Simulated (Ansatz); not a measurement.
Relaxed-ion elastic tensor of C in space group Ibam (No. 72; C on 8j, C on 4a) in GPa (Voigt order), PBEsol in the plane-wave PAW code Ansatz; density 3.53 g/cm³, 5.65 Å³ per atom.

```json
[
 {"": "1", "1": "910", "2": "114", "3": "11.3", "4": "0.0", "5": "0.0", "6": "0.0"},
 {"": "2", "1": "114", "2": "1030", "3": "29.9", "4": "0.0", "5": "0.0", "6": "0.0"},
 {"": "3", "1": "11.3", "2": "29.9", "3": "1310", "4": "0.0", "5": "0.0", "6": "0.0"},
 {"": "4", "1": "0.0", "2": "0.0", "3": "0.0", "4": "493", "5": "0.0", "6": "0.0"},
 {"": "5", "1": "0.0", "2": "0.0", "3": "0.0", "4": "0.0", "5": "330", "6": "0.0"},
 {"": "6", "1": "0.0", "2": "0.0", "3": "0.0", "4": "0.0", "5": "0.0", "6": "423"}
]
```

Question: Is the crystal mechanically stable?

Answer: Yes: the smallest eigenvalue of C is 330 GPa.

Question: Work out the Voigt, Reuss and Hill averages.

Answer: K_V = 396, K_R = 391, K_H = 393; G_V = 456, G_R = 437, G_H = 446 GPa.

Question: Give Young's modulus, Poisson's ratio, Pugh's ratio and the universal anisotropy index.

Answer: E = 9KG/(3K + G) = 971 GPa; ν = 0.09; K/G = 0.88 (brittle by the Pugh limit of 1.75); A_U = 5G_V/G_R + K_V/K_R − 6 = 0.23.

Question: Estimate the sound speeds and the Debye temperature.

Answer: v_l = √((K + 4G/3)/ρ) = 16700 m/s, v_t = √(G/ρ) = 11200 m/s, mean 12300 m/s; Θ = (h/k)(3n/4πV)^(1/3) v_m = 2050 K.

Question: How much does each axis shrink under pressure?

Answer: Linear compressibilities β_i = Σ_j S_ij (j = 1 to 3): x 0.98, y 0.84, z 0.73 per TPa.

The start of the workflow was typed in or built on a structure type; neither database checked (COD, Materials Project) lists it. It is not the phase usual at ambient conditions (space group No. 194, 227). Symmetry was held in the PBEsol relaxation; whether a distortion lowers the energy is not shown. The volume moved by 18 % from the start of the relaxation.

Potentials: the later of the program's two PAW sets.
